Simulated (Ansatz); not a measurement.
HgTe (zinc blende), relaxed and computed with several functionals in Ansatz (plane waves, PAW).

```tsv
functional	a (Å)	B₀ by P(V) fit (GPa)
HSE06	6.567	40.2
r²SCAN	?	?
PBE	6.651	34.2
```

Task: Some entries are withheld; supply them.

Result: 
- r²SCAN, a (Å): 6.573
- r²SCAN, B₀ by P(V) fit (GPa): 40.1

All cells were relaxed under the symmetry of their starts (and spin orders); stability against distortions was not tested throughout. Spin–orbit coupling is left out wherever it is not named.

Potentials: the later of the program's two PAW sets.

Ansatz (an electronic-structure program) is a plane-wave DFT program.
